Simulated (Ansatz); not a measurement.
**P: experiment and calculation**

**Experimental background.**

From “Anisotropic thermo-mechanical response of layered hexagonal boron nitride and black phosphorus: application as a simultaneous pressure and temperature sensor”, 2023, arxiv:2307.07533, for a powder of P at 300 K: bulk modulus 29.8 ± 0.7 GPa.

The results are compared with them further down.

Theory: DFT PBEsol+D3(BJ), scalar-relativistic, plane waves, PAW in Ansatz.

Cutoff 420 eV; k points 14×14×12 on the computed 4-atom cell (Γ-centred); Gaussian smearing, width 0.10 eV; no spin polarisation.

Relaxed structure, symmetry kept:

```
P
1.0
     1.67473   -4.94785    0.00000
     1.67473    4.94785    0.00000
     0.00000    0.00000    3.83068
P
4
Direct
  0.88884 0.11116 0.05697
  0.61116 0.38884 0.55697
  0.11116 0.88884 0.94303
  0.38884 0.61116 0.44303
```

```json
{"Space group": "Cmce (No. 64)", "Volume per atom": "15.87 Å³", "Kohn–Sham band gap": "none (metal)", "Density of states at the Fermi level": "0.54 states/eV per cell", "Löwdin character within 0.5 eV of the Fermi level": "P 3p 75 %, P 3s 17 %, unprojected 8 %", "Bulk modulus": "37 GPa", "Its pressure derivative": "7.6", "Bader charges (e)": "P (4 in the cell) 0.00"}
```

Measured bulk modulus of P: 29.8 GPa (300 K; powder; the paper above). This calculation gives 37 GPa (+25.0 %). The calculation is for 0 K without zero-point motion. Lattice constants aren't compared, since papers order the axes of such cells in different ways.

Cost: 9 runs of about 11 core-minutes in all, on Intel Xeon 6975P-C (Granite Rapids) (shared hosts).